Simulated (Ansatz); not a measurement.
ZnInGaO4 (InGaZnO4 type, space group R3m)

```yaml
crystal:
  lattice:
    - [1.67799, 0.96879, 8.70467]
    - [-1.67799, 0.96879, 8.70467]
    - [0.00000, -1.93758, 8.70467]
  atoms:
    - { symbol: In, position: [0.99692, 0.99692, 0.99692] }
    - { symbol: Ga, position: [0.21295, 0.21295, 0.21295] }
    - { symbol: Zn, position: [0.78119, 0.78119, 0.78119] }
    - { symbol: O, position: [0.13648, 0.13648, 0.13648] }
    - { symbol: O, position: [0.87897, 0.87897, 0.87897] }
    - { symbol: O, position: [0.28877, 0.28877, 0.28877] }
    - { symbol: O, position: [0.70472, 0.70472, 0.70472] }
```

The slice is a (0001) plane (indices of the conventional cell) through the point (0.137, 0.137, 0.137) (fractional), spanned by u = [1 0 -1] and v = [-1 2 -1] in vectors of this cell: u (3.36 Å) and v (5.81 Å, at 90° to u). It covers one period; positions are fractions (u, v).

These are PBE (plane waves to 420 eV, PAW, scalar-relativistic; Ansatz, a program for electronic structure) values and carry that method's errors. k mesh 11×11×11. These are valence fields of a PAW run, semicore shells included where kept as valence: close to a nucleus they are smooth pseudo fields. The PAW data are Ansatz's earlier set. ZnInGaO4 was relaxed with its symmetry unable to fall.

Problem. Sketch the electrostatic potential energy of an electron, from the cell's mean on this plane as a map.

Solution. 
```tsv
v \ u	0.00	0.12	0.25	0.38	0.50	0.62	0.75	0.88
0.93	x	x	3.4	<-1.0	x	<-1.0	3.4	x
0.86	5.5	5.3	0.9	x	x	x	0.9	5.3
0.79	7.7	6.5	1.8	x	x	x	1.8	6.5
0.71	7.7	7.0	4.8	<-1.0	<-1.0	<-1.0	4.8	7.0
0.64	7.7	7.7	7.1	4.6	3.2	4.6	7.1	7.7
0.57	6.8	7.3	6.4	x	x	x	6.4	7.3
0.50	3.7	4.8	4.6	x	x	x	4.6	4.8
0.43	x	<-1.0	3.4	x	x	x	3.4	<-1.0
0.36	x	x	0.9	5.3	5.5	5.3	0.9	x
0.29	x	x	1.8	6.5	7.7	6.5	1.8	x
0.21	<-1.0	<-1.0	4.8	7.0	7.7	7.0	4.8	<-1.0
0.14	3.2	4.6	7.1	7.7	7.7	7.7	7.1	4.6
0.07	x	x	6.4	7.3	6.8	7.3	6.4	x
0.00	x	x	4.6	4.8	3.7	4.8	4.6	x
```

Values: electrostatic potential energy of an electron, from the cell's mean, in eV. Points within 0.8 Å of a nucleus are blanked (x), as the pseudised field means little there. Values under -1 eV are set to -1. The zero, the cell's mean, hangs on the PAW cores.
